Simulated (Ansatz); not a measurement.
Hf₂SnC:
Space group P6₃/mmc (No. 194); a = 3.3003 Å, b = 3.3003 Å, c = 14.3694 Å, α = 90.00°, β = 90.00°, γ = 120.00°

```
atom  site  symmetry       x       y       z
----  ----  --------  ------  ------  ------
Hf      4f       3m.  0.3333  0.6667  0.0853
Sn      2d      -6m2  0.6667  0.3333  0.2500
C       2a      -3m.  0.0000  0.0000  0.0000
```

Relaxed at zero pressure with PBEsol in the plane-wave PAW code Ansatz.

Task: The volume is lowered by 6 % and shape and atoms relax at that volume. What pressure results, and how do the axes share the change?

Result: 10.6 GPa; a -2.3 %, b -2.3 %, c -1.5 %; the energy rises by 32 meV/atom.

Task: Give the new structure.

Result: 
Space group P6₃/mmc (No. 194); a = 3.224 Å, b = 3.224 Å, c = 14.150 Å, α = 90.00°, β = 90.00°, γ = 120.00°

```csv
atom,site,symmetry,x,y,z
Hf,4f,3m.,0.3333,0.6667,0.0869
Sn,2d,-6m2,0.6667,0.3333,0.2500
C,2a,-3m.,0.0000,0.0000,0.0000
```

The phase is kept; no other phase was compared at this pressure.

Space group P6_3/mmc. The workflow started from a Materials Project entry (that database holds measured and hypothetical structures alike); the Crystallography Open Database copy checked does not list it. Whether it is the stable phase at ambient conditions was not checked. Symmetry was held in the PBEsol relaxation; whether a distortion lowers the energy is not shown. No spin polarisation was allowed. Scalar-relativistic: spin–orbit coupling is off unless named, which matters more the heavier the elements.

Potentials: the later of the program's two PAW sets.
